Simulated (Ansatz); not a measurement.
ScMo3C:
```cif
data_CMo3Sc
_chemical_formula_sum 'Sc1 Mo3 C1'
_space_group_name_H-M_alt 'Pm-3m'
_space_group_IT_number 221
_space_group_name_Hall '-P 4 2 3'
_cell_length_a 4.18670
_cell_length_b 4.18670
_cell_length_c 4.18670
_cell_angle_alpha 90.000
_cell_angle_beta 90.000
_cell_angle_gamma 90.000
loop_
_atom_site_label
_atom_site_type_symbol
_atom_site_symmetry_multiplicity
_atom_site_Wyckoff_symbol
_atom_site_fract_x
_atom_site_fract_y
_atom_site_fract_z
_atom_site_occupancy
Sc1 Sc 1 a 0.00000 0.00000 0.00000 1
Mo1 Mo 3 c 0.00000 0.50000 0.50000 1
C1 C 1 b 0.50000 0.50000 0.50000 1
```

Relaxed with PBEsol.

Q: Decompose the optical modes at the zone centre into irreducible representations, and say which are infrared and Raman allowed.

A: Point group m-3m: Γ_opt = 3T1u + T2u. Infrared: T1u. Raman: none.

Q: Assign frequencies (DFPT, the program Ansatz at the PBEsol level (PAW)).

A: T1u 140, T2u 158, T1u 247, T1u 652 cm⁻¹.

The start of the workflow was typed in or built on a structure type; neither database checked (COD, Materials Project) lists it. Whether it is the stable phase at ambient conditions was not checked. The PBEsol relaxation kept the symmetry of its start; whether a distortion lowers the energy is not shown. No spin polarisation was allowed. As this level gives no gap, phonon frequencies hold no LO–TO term and depend on the k-mesh and smearing (Fermi–Dirac, 0.1 eV here).

Potentials: the later of the program's two PAW sets.
